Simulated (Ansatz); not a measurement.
Hf$_{2}$Ga:
```yaml
crystal:
  lattice:
    - [-3.33565, 3.33565, 2.63902]
    - [3.33565, -3.33565, 2.63902]
    - [3.33565, 3.33565, -2.63902]
  atoms:
    - { symbol: Hf, position: [0.15433, 0.65433, 0.80866] }
    - { symbol: Hf, position: [0.84567, 0.34567, 0.19134] }
    - { symbol: Hf, position: [0.65433, 0.84567, 0.50000] }
    - { symbol: Hf, position: [0.34567, 0.15433, 0.50000] }
    - { symbol: Ga, position: [0.75000, 0.75000, 0.00000] }
    - { symbol: Ga, position: [0.25000, 0.25000, 0.00000] }
```

Relaxed with r²SCAN. Special points in fractions of this cell's reciprocal vectors: Γ (0.000, 0.000, 0.000); X (0.000, 0.000, 0.500); M (-0.500, 0.500, 0.500); Z (0.406, 0.406, -0.406); Z0 (-0.406, 0.594, 0.406); P (0.250, 0.250, 0.250); N (0.000, 0.500, 0.000).

Question: List the band energies nearest the Fermi level at these points for the program Ansatz at the r²SCAN level (PAW).

Answer: In eV from the Fermi level; about four levels below and three above (degenerate sets whole), none deeper than 8.9 eV; points with the same levels are listed once.

```
k                    below                above
-  -----------------------  -------------------
Γ  -1.02 -0.63 -0.63 -0.59       2.09 2.54 2.69
X  -1.16 -1.13 -0.78 -0.26       0.04 1.87 1.96
M  -1.01 -1.01 -0.46 -0.27  0.36 0.78 1.14 1.14
Z  -2.24 -1.01 -1.01 -0.51       0.16 0.16 1.22
P  -0.29 -0.29 -0.08 -0.08  0.71 0.71 3.20 3.20
N  -0.47 -0.47 -0.28 -0.28  0.46 0.46 0.63 0.63
```

Space group I4/mcm. The first step of the workflow began from a Materials Project structure, measured or hypothetical; the Crystallography Open Database files this formula in space group No. 140, but the cells were not matched. Whether it is the stable phase at ambient conditions was not checked. Symmetry was held in the r²SCAN relaxation; its stability against distortions is not shown here. The run is not spin-polarised. Scalar-relativistic: spin–orbit coupling is off unless named, which matters more the heavier the elements.

Potentials: the later of the program's two PAW sets.
